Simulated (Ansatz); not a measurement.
**What internal relaxation does to the elastic constants of CdTe₂**

These are results of DFT PBE, scalar-relativistic, plane waves, PAW in Ansatz 0.2.0, not measurements. Plane waves to 420 eV; Γ-centred k mesh 8×8×8; Fermi-Dirac smearing of 0.15 eV. No spin polarisation.

Relaxed structure:
```
CELL_PARAMETERS angstrom
-3.34116 3.34116 3.99718
3.34116 -3.34116 3.99718
3.34116 3.34116 -3.99718
ATOMIC_POSITIONS crystal
Cd 0.75000 0.75000 0.00000
Cd 0.25000 0.25000 0.00000
Te 0.35117 0.85117 0.20234
Te 0.85117 0.64883 0.50000
Te 0.64883 0.14883 0.79766
Te 0.14883 0.35117 0.50000
```

The cell was built by swapping an element in a database structure (itself possibly hypothetical) and relaxing; it need not be the stable form of this composition. In a metal, frequencies and elastic constants depend on the k mesh and the smearing, soft modes and shear constants most.

Clamped-ion constants (GPa, Voigt order; atoms follow the strain homogeneously):
```
72.3 71.5 16.4  0.0  0.0  0.0
71.5 72.3 16.4  0.0  0.0  0.0
16.4 16.4 58.9  0.0  0.0  0.0
 0.0  0.0  0.0 11.6  0.0  0.0
 0.0  0.0  0.0  0.0 11.6  0.0
 0.0  0.0  0.0  0.0  0.0 44.4
```

What are the constants once the atoms relax in each strained cell?

Results:

C11 = 44.2, C12 = 71.1, C13 = 19.7, C22 = 44.2, C23 = 19.7, C33 = 58.2, C44 = 8.8, C55 = 8.8, C66 = 42.1 GPa; the others vanish.
The Voigt shear modulus goes from 20.1 to 14.4 GPa and the Voigt bulk modulus from 45.8 to 40.8 GPa. Relaxation subtracts ΛᵀK⁻¹Λ/V, with Λ the forces that a strain puts on the atoms and K the zone-centre force constants. At a stable cell this can only lower the diagonal constants, and it acts only for strains that share their symmetry with an optical mode; elsewhere, and where the coupling is weak, the constants hardly move. The least eigenvalue of the relaxed constants is -26.9 GPa, so this cell isn't stable against every strain.

Cost: 2 runs of about 65 core-minutes in all, on Oxide Virtual Turin-like Processor (Zen 5), Intel Xeon Processor @ 2.50GHz (Skylake/Cascade Lake) (shared hosts).